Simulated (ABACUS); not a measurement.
A self-consistent single point of AlInSb₂ (P-4m2, 4 atoms in the cell; from Materials Project mp-1228890, changed as shown).

```
AlInSb2
1.0
    4.52114     0.00000     0.00000
    0.00000     4.52114     0.00000
    0.00000     0.00000     6.36991
Al In Sb
1 1 2
Cartesian
  0.00000   0.00000   0.00000
  2.26057   2.26057   3.18496
  0.00000   2.26057   1.48655
  2.26057   0.00000   4.88336
```

Method: LDA (PW92), PseudoDojo 0.4 standard norm-conserving LDA (tails mended) pseudopotentials (plane waves; ABACUS).

ABACUS settings:

| setting | value |
|---|---|
| KPT | Gamma 4 4 4 0 0 0 |
| basis_type | pw |
| dft_functional | PWLDA |
| ecutwfc | 84 Ry |
| smearing_method | gaussian |
| smearing_sigma | 0.00367493 Ry |
| potentials | PseudoDojo 0.4 standard norm-conserving LDA (tails mended) |
| symmetry | 1 |
| symmetry_prec | 1e-05 |
| ks_solver | dav_subspace |
| scf_nmax | 100 |
| scf_thr | 1.0e-09 Ry |
| mixing_type | broyden |
| mixing_beta | 0.4 |

Results:

| Quantity | Result |
|---|---|
| Number of valence electrons | 46 |
| Number of bands | 33 |
| Number of k-points after the program's reduction | 18 |
| Number of plane waves (most at a k-point) | 11491 |
| Number of SCF iterations | 9 |
| FFT grid | 50 × 50 × 72 |
| Free energy E − TS | -6803.7415 eV |
| Top of the valence band (on the code's own zero) | 6.45 eV |
| Gap on the k-point mesh | 0.18 eV |
| Pressure | -2.51 GPa |
| Largest force (vector length) | 0.039 eV/Å |

Forces (eV/Å):
```json
[
 {"atom": "Al1", "Fx": "0.000", "Fy": "0.000", "Fz": "0.000"},
 {"atom": "In2", "Fx": "0.000", "Fy": "0.000", "Fz": "0.000"},
 {"atom": "Sb3", "Fx": "0.000", "Fy": "0.000", "Fz": "0.039"},
 {"atom": "Sb4", "Fx": "0.000", "Fy": "0.000", "Fz": "-0.039"}
]
```

Stress (GPa, positive for compression):
```
-2.33   0.00   0.00
 0.00  -2.33   0.00
 0.00   0.00  -2.86
```

The gap is read on the k-point mesh of the run and can differ from the gap over the whole zone at this level.

For comparison: a first run was changed to give this one (volume scaled by 1.01), and from it to this one the free energy rises by 4.6 meV/atom, the pressure goes from -2.10 to -2.51 GPa, the largest force goes from 0.034 to 0.039 eV/Å and the gap on the mesh goes from 0.245 to 0.181 eV.

Spin-orbit coupling is left out, which matters for bands and gaps with elements this heavy. The structure comes from a collection of computed structures, made at another level of theory; the collection holds predicted forms beside known ones.

Cost on one core: very roughly 70 core-seconds.

“Tails mended”: in these copies of the files the far tail of each local potential was reset to the Coulomb form.
